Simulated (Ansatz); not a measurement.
## Calculated field gradients at the nuclei for SnO2

The cell is a computed structure from the Materials Project (it need not be an observed phase), whose atoms a relaxation with PBE at fixed cell left in place.

Space group P4_2/mnm (No. 136); a = 4.7648, c = 3.2075 Å.

```csv
site,Wyckoff,site symmetry,x,y,z
Sn,2a,m.mm,0.5000,0.5000,0.5000
O,4f,m.2m,0.1940,0.8060,0.5000
```

One atom of each set is listed.

Computed with Ansatz: DFT, PBE, plane waves and PAW, scalar-relativistic, 420 eV cutoff, Γ-centred 7×7×10 k-points, Fermi–Dirac smearing 0.01 eV.

Conventions: |V_zz| ≥ |V_yy| ≥ |V_xx|, η = (V_xx − V_yy)/V_zz, C_Q = eQV_zz/h.

17O: I = 5/2, Q = -25.58 mb. Quadrupole moments are those of Pyykkö's year-2017 table.

```csv
site,atoms,first shell,V_zz (10²¹ V/m²),η,C_Q (MHz)
Sn,2,6 O at 2.06–2.07 Å,5.50,0.71,–
O,4,3 Sn at 2.06–2.07 Å,-10.81,0.13,6.68
```

At O V_zz stands upright on the plane through its three neighbours (within 1°).

Sn has no stable isotope with a ground-state quadrupole moment in the table, so no C_Q is given.

At this cell the PBE pressure is 7 GPa, so with PBE the cell would grow if it were relaxed. The entry's cell may itself be off. Without spin–orbit coupling (the program notes it for Sn) the gradients can shift somewhat, as the gap is small.
